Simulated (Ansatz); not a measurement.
# TiAl: from a starting cell to a relaxed one

The start is a relaxed TiAl cell displaced along its unstable phonon at q = (0, ½, 0) of its primitive reciprocal cell (50i cm⁻¹), largest move 0.15 Å. Cell shape, volume and atoms are optimised at zero target pressure with PBE (plane waves to 420 eV, PAW, scalar-relativistic; Ansatz, a quantum-chemistry and plane-wave program). First-step values are on the input's coarse k-mesh.

Ansatz input (later rounds restart from its end on a renewed k-mesh):
Ansatz 0.2 input:
```yaml
crystal:
  lattice:
    - [6.7882416301, 0, 0]
    - [0, 7.6908994018, 0]
    - [0, 0, 5.2923043109]
  atoms:
    - { symbol: Ti, position: [0.3146047158, 0.3742196386, 0.636864795] }
    - { symbol: Ti, position: [0.3317971268, 0.8757803614, 0.6217172468] }
    - { symbol: Ti, position: [0.8317971268, 0.3757803614, 0.8782827532] }
    - { symbol: Ti, position: [0.8146047158, 0.8742196386, 0.863135205] }
    - { symbol: Ti, position: [0.6764550728, 0.1054999083, 0.371012069] }
    - { symbol: Ti, position: [0.6771430846, 0.6445000917, 0.3704058892] }
    - { symbol: Ti, position: [0.1771430846, 0.1445000917, 0.1295941108] }
    - { symbol: Ti, position: [0.1764550728, 0.6054999083, 0.128987931] }
    - { symbol: Al, position: [0.4742326394, 0.3751668714, 0.1609603305] }
    - { symbol: Al, position: [0.4410088038, 0.8748331286, 0.1366259325] }
    - { symbol: Al, position: [0.9410088038, 0.3748331286, 0.3633740675] }
    - { symbol: Al, position: [0.9742326394, 0.8751668714, 0.3390396695] }
    - { symbol: Al, position: [0.5430440598, 0.1291698724, 0.8516937797] }
    - { symbol: Al, position: [0.541714497, 0.6208301276, 0.8507199573] }
    - { symbol: Al, position: [0.041714497, 0.1208301276, 0.6492800427] }
    - { symbol: Al, position: [0.0430440598, 0.6291698724, 0.6483062203] }
basis: { ecutwfc: 420, ecutrho_ratio: 4, xc_grid: 2, fft_grid_basis: typed }
kpoints: { mp_grid: { grid: [5, 5, 6] } }
hamiltonian:
  xc: pbe
  dispersion: none
  pseudopotentials: { kind: paw }
scf: { occupations: { method: fermi_dirac, width: 0.05 } }
relax: { f_tol: 0.01, max_steps: 100, cell: { stress_tol: 0.02 } }
output: { forces: true, stress: true }
```

Energy released: 0.01 eV/atom
Volume change: -0.5 %, from 17.27 to 17.19 Å³/atom
Relative to the parent: It does not go back: it reaches P2₁/c (No. 14), 0.02 eV/atom below the parent
Shortest distances (start → end): The closest pairs of elements (up to four, under 3.6 Å), start → end: Al–Al 2.54 → 2.59 Å; Al–Ti 2.67 → 2.67 Å; Ti–Ti 3.22 → 2.77 Å
Optimiser moves: 14

It ends as:

```cif
data_Al8Ti8
_chemical_formula_sum 'Ti8 Al8'
_space_group_name_H-M_alt 'P21/c'
_space_group_IT_number 14
_space_group_name_Hall '-P 2ybc'
_cell_length_a 6.69977
_cell_length_b 5.23514
_cell_length_c 10.25126
_cell_angle_alpha 90.000
_cell_angle_beta 130.104
_cell_angle_gamma 90.000
loop_
_space_group_symop_operation_xyz
  'x, y, z'
  '-x, -y, -z'
  '-x, y+1/2, -z+1/2'
  'x, -y+1/2, z+1/2'
loop_
_atom_site_label
_atom_site_type_symbol
_atom_site_symmetry_multiplicity
_atom_site_Wyckoff_symbol
_atom_site_fract_x
_atom_site_fract_y
_atom_site_fract_z
_atom_site_occupancy
Ti1 Ti 4 e 0.14226 0.84372 0.33473 1
Ti2 Ti 4 e 0.23577 0.11381 0.06872 1
Al1 Al 4 e 0.37902 0.31548 0.37970 1
Al2 Al 4 e 0.21585 0.62251 0.13033 1
```

Final values are on a 9×9×6 k-mesh of the relaxed cell. No spin polarisation in the result.

The run could not lose the symmetry of its start, so the end can be a saddle point.

The relaxed structure here is a generated cell of TiAl: the first start was made by placing the elements on the sites of a structure type, and the end was not matched to a known phase here, so it may be hypothetical. Known forms of TiAl include space group No. 123.
